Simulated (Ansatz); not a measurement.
WS₂:
```
WS2
1.0
    5.88356     0.00000     0.00000
    0.00000     5.88356     0.00000
    0.00000     0.00000     3.22334
W S
2 4
Direct
  0.00000   0.00000   0.00000
  0.50000   0.50000   0.50000
  0.28650   0.28650   0.00000
  0.78650   0.21350   0.50000
  0.21350   0.78650   0.50000
  0.71350   0.71350   0.00000
```

Relaxed with PBE. Special points in fractions of this cell's reciprocal vectors: Γ (0.000, 0.000, 0.000); X (0.000, 0.500, 0.000); M (0.500, 0.500, 0.000); Z (0.000, 0.000, 0.500); R (0.000, 0.500, 0.500); A (0.500, 0.500, 0.500).

List the band energies nearest the Fermi level at these points for DFT-PBE in the program Ansatz with PAW potentials.

In eV from the Fermi level; about four levels below and three above (degenerate sets whole), none deeper than 8.9 eV; points with the same levels are listed once.

| k | below | above |
|---|---|---|
| Γ | -1.13 -1.13 -0.34 -0.13 -0.13 | 0.26 2.17 2.65 |
| X | -1.83 -1.83 -0.94 -0.94 | 1.12 1.12 1.24 1.24 |
| M | -1.10 -1.10 -0.10 -0.10 | 2.25 2.25 3.21 3.21 |
| Z | -3.48 -3.48 -2.85 -2.85 | 0.66 0.66 1.20 1.20 |
| R | -1.86 -1.86 -1.49 -1.49 | 1.74 1.74 1.98 1.98 |
| A | -2.60 -2.60 -1.78 -1.78 | 0.03 0.03 0.17 0.17 |

Space group P4_2/mnm. The cell is a constructed one: a structure type filled with these elements; neither database checked (COD, Materials Project) lists it. It is not the phase usual at ambient conditions (space group No. 194). The cell was relaxed with PBE under the symmetry of its start; its stability against distortions is not shown here. No spin polarisation was allowed. Spin–orbit coupling is left out wherever it is not named.

Potentials: the later of the program's two PAW sets.
